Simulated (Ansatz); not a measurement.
The guess for Sn2TeO3 was proposed by analogy with related compounds (Amm2, No. 38). Its size is a guess.

```
Sn Te O
1.0
     3.57000    0.00000    0.00000
     0.00000    3.96000    3.96000
     0.00000   -3.96000    3.96000
Sn Te O
2 1 3
Direct
  0.00000 0.00000 0.00000
  0.50000 0.50000 0.50000
  0.00000 0.67500 0.67500
  0.50000 0.19500 0.80500
  0.50000 0.80500 0.19500
  0.00000 0.30500 0.30500
```

Theory: Ansatz, DFT PBE, scalar-relativistic, plane waves, PAW. Cutoff 420 eV, Gaussian smearing, Γ-centred meshes. Cell and atoms relax first on a coarse mesh, the cell is then made exact in the group found at 0.06 to 0.08 Å, and last on a converged mesh; the steps can't lower the symmetry of their start. No spin polarisation.

A guess keeps its type if space group and coordination stay and the shape of the cell changes little (axis ratios within about 15 %, angles within 6°); the volume may change.

**Question.** Will the relaxed cell still be of the starting type?

**Answer.** It doesn't keep its type. The symmetry stays Amm2 (No. 38). The volume per atom shrinks by 5.9 %, from 18.7 to 17.6 Å³. The shortest distance goes from 2.26 Å (Sn–Te) to 2.12 Å (Sn–O). Counting neighbours within 15 % of an atom's shortest distance, the start has O 3, Sn 6, Te 3 and the end O 3, Sn 4/5, Te 9. In detail, at the end Sn on its first site has 5 O at 2.12–2.15 Å, 1 Te at 3.09 Å, 2 Sn at 3.25 Å and 2 Te at 3.84 Å; Te has 3 Sn at 2.96–3.09 Å, 2 Te at 3.25 Å and 8 O at 3.32–3.44 Å; O on a site of symmetry m has 2 Sn at 2.12 Å, 1 Sn at 2.32 Å, 1 O at 2.64 Å, 6 O at 3.25–3.43 Å and 4 Te at 3.32–3.44 Å; 2 more sites not described.

```yaml
crystal:
  lattice:
    - [3.25133, 0.00000, 0.00000]
    - [0.00000, 3.54717, 4.56656]
    - [0.00000, -3.54717, 4.56656]
  atoms:
    - { symbol: Sn, position: [0.00000, 0.04528, 0.04528] }
    - { symbol: Sn, position: [0.50000, 0.43650, 0.43650] }
    - { symbol: Te, position: [0.00000, 0.70682, 0.70682] }
    - { symbol: O, position: [0.50000, 0.19083, 0.81933] }
    - { symbol: O, position: [0.50000, 0.81933, 0.19083] }
    - { symbol: O, position: [0.00000, 0.28124, 0.28124] }
```

The last run used a 10×6×6 mesh (in the run's order of axes) for its 6-atom cell and Gaussian smearing of 0.10 eV. Spin–orbit coupling, which can matter for Te, is left out. Symmetry constrained the relaxation, so the result can be a saddle point. Another cell of the same search, in P3m1, lies 101 meV/atom lower, so this cell isn't the stable form at this level.

In counts of neighbours, a slash parts the counts of unlike sites.
